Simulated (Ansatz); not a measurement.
Starting cell, SnTe (rock salt):

```
CELL_PARAMETERS angstrom
      0.00000     6.40926     6.40926
      3.20463     3.20463     6.40926
      3.20463     3.20463     0.00000
ATOMIC_POSITIONS crystal
  Te 0.00000 0.00000 0.00000
  Te 0.50000 0.00000 0.00000
  Sn 0.00000 0.50000 0.50000
  Sn 0.50000 0.50000 0.50000
```

The atoms are displaced by Q × the pattern below (from a DFPT mode at X = (0.5, 0.5, 0.0), largest move 1; Q in Å), at fixed cell. It is one choice among 2 degenerate patterns. (q is in reciprocal vectors of the primitive cell; the cell shown is doubled to hold the pattern.)

```csv
atom,x,y,z
Te1,0.000,1.000,0.000
Te2,0.000,-1.000,0.000
Sn3,0.000,0.254,0.000
Sn4,0.000,-0.254,0.000
```

Level of theory: PBE (plane waves to 420 eV, PAW, scalar-relativistic; Ansatz, a quantum-chemistry and plane-wave program). k mesh 13×13×13 (Γ-centred), Fermi-Dirac smearing 0.05 eV. Energies are smeared free energies. SnTe was relaxed with its symmetry unable to fall. Spin-orbit coupling is left out, though Te is heavy. The PAW data are Ansatz's earlier set. ΔE is measured from the undisplaced structure.

| Q (Å) | ΔE (meV/cell) |
|---|---|
| -0.180 | 65.9 |
| -0.150 | 43.8 |
| -0.120 | 27.0 |
| -0.090 | withheld |
| -0.060 | 6.4 |
| -0.030 | 1.6 |
| 0.000 | 0.0 |
| 0.030 | 1.6 |
| 0.060 | 6.4 |
| 0.090 | withheld |
| 0.120 | 27.0 |
| 0.150 | 43.8 |
| 0.180 | 65.9 |

Problem. Fit an even polynomial form (powers 2, 4) to the given rows and predict ΔE at Q = 0.090.

Solution. Least squares on the 11 given rows: ΔE = (1748)·Q² + (8828)·Q⁴, in meV/cell with Q in Å; root-mean-square residual 0.01 meV/cell. At 0.090 the fit gives 14.7 meV/cell; the calculation gives 14.7 meV/cell, the same to the digits shown. The quadratic term alone would give 14.2 meV/cell.

(For displaced atoms, the force is minus the slope of the energy, and its curvature is a force constant, which sets phonon frequencies.)
